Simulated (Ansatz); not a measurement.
K under pressure: fit and missing row

K, P4/mmm, a = 6.106 Å, c = 11.595 Å. This isn't the element's structure at ambient conditions. Ansatz: r2SCAN, PAW, 500 eV, Γ-centred 6×6×4 mesh on 5 atoms, Gaussian smearing 0.10 eV; no spin polarisation. Cell and atoms are relaxed at each pressure, and no other structure is tried, so the rows at high pressure may lie past a change of phase.

| V (Å³/atom) | P (GPa) |
| --- | --- |
| 14.859 | ? |
| 19.891 | 29.99 |
| 27.506 | 14.98 |
| 36.677 | 7.98 |
| 51.976 | 3.00 |
| 86.475 | 0.00 |

Q: Take V0 = 86.475 Å³/atom, fit the third-order Birch–Murnaghan form to the other rows, and predict the missing pressure.

A: With the Eulerian strain f = ½[(V0/V)^(2/3) − 1] and y = P/[3f(1 + 2f)^(5/2)], the form is the line y = B0 + 1.5 B0 (B0′ − 4) f. Rows (f, y): 0.83186, 1.04; 0.57303, 1.29; 0.38573, 1.65; 0.20204, 2.12. Means f = 0.4982, y = 1.5250; Σ(Δf)² = 0.2173, ΣΔfΔy = -0.3697; the slope is their ratio. y = 2.373 − 1.701 f GPa, so B0 = 2.4 GPa and B0′ = 4 + 2 × (-1.701)/(3 × 2.373) = 3.52. At V = 14.859, f = 1.11772, y = 0.472 and P = 29.79 GPa. The run gave 59.97 GPa, so the fit is 30.18 GPa too low, 50 % of the span of the series, against an rms of 1.32 GPa on the fitted rows. The row lies outside the fitted range. The points of y bend away from a line: a fourth-order term fitted to them gives P = 67.13 GPa at this row's volume (the line 29.79, the run 59.97). Also, this row ran on the mesh 10×10×6, its neighbour on 8×8×6, which can shift it a little. With a term in f² added B0′ becomes 3.11, so this figure hangs on the form. The nearest row lies 40 % from V0, so B0 and B0′ are extrapolations to f = 0.

The mesh isn't the same in all rows (6×6×4, 8×8×4, 8×8×6, 10×10×6).